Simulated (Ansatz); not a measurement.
LiF (rock salt) is sheared across one {110} plane: the third cell vector gains the shift, so faults repeat every 4.3 Å. The cut lies between planes 1.44 Å apart; the cell height is held.

```
LiF
1.0
    2.87642     0.00000     0.00000
    0.00000     4.06787     0.00000
    1.43821     2.03393     4.31462
F Li
3 3
Direct
  0.00000   0.00000   0.83333
  0.33333   0.33333   0.16667
  0.66667   0.66667   0.50000
  0.00000   0.50000   0.83333
  0.33333   0.83333   0.16667
  0.66667   0.16667   0.50000
```

In-plane vectors a = (2.876, 0.000) Å, b = (0.000, 4.068) Å, area 11.70 Å². The shift is s times the vector b (length 4.068 Å), so s = 1 restores the start. Atoms relax along the normal only. γ = [E(shift) − E(0)] / area.

Calculation: PBE (plane waves to 420 eV, PAW, scalar-relativistic; Ansatz, a first-principles code). k mesh 10×10×10 (Γ-centred), Fermi-Dirac smearing 0.05 eV. Energies are extrapolated to zero smearing. Faults lie only 4.3 Å apart, and holding the cell height raises γ above its relaxed value. LiF was relaxed with its symmetry unable to fall. The zero of γ is zero shift.

| s | γ (mJ/m²) |
|---|---|
| 0.000 | 0 |
| 0.083 | 278 |
| 0.167 | withheld |
| 0.250 | 1992 |
| 0.333 | 2851 |
| 0.417 | 3442 |
| 0.500 | 3653 |
| 0.583 | 3442 |
| 0.667 | 2851 |
| 0.750 | 1992 |
| 0.833 | withheld |
| 0.917 | 278 |

### Question
Fit a Fourier form (three harmonics of 1 − cos and sin) to the given rows and predict γ at s = 0.833.

### Answer
Least squares on the 10 given rows: γ = (1822.5)·[1 − cos(2πs)] + (81.0)·[1 − cos(4πs)], in mJ/m²; root-mean-square residual 5.5 mJ/m². At 0.833 the fit gives 1033 mJ/m²; the calculation gives 1038 mJ/m², so the interpolation is off by -5 (-0.5 %). 

(The slope of γ gives the shear force per area between the displaced halves; near zero shift its curvature is an elastic stiffness.)
